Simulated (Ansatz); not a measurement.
Input and command of a plane-wave DFT calculation in Ansatz:

```yaml
crystal:
  lattice:
    - [-2.1728, 2.1728, 2.2064]
    - [2.1728, -2.1728, 2.2064]
    - [2.1728, 2.1728, -2.2064]
  atoms:
    - { symbol: Ca, position: [0.0, 0.0, 0.0] }
basis:
  ecutwfc: 500
kpoints:
  mp_grid: { grid: [16, 16, 16] }
hamiltonian:
  xc: r2scan
scf:
  occupations: { method: gaussian, width: 0.15 }
output:
  forces: true
  stress: true
  eigenvalues: true
```

```bash
ansatz run input.yaml --threads 1 --pin off --max-ram 2560MiB --backend cpu --events-out ev --progress --plain --runs-dir out
```

Processor: Arm Neoverse V1, 1 thread, on a host shared with other jobs.

Problem. Estimate time, memory and problem size.

Solution. About 16 s on 1 thread of Arm Neoverse V1, on a shared host, peak memory 0.53 GiB. It solves 9 bands at 349 k points (the mesh reduced by symmetry) with about 1057 plane waves, in 6 SCF iterations.
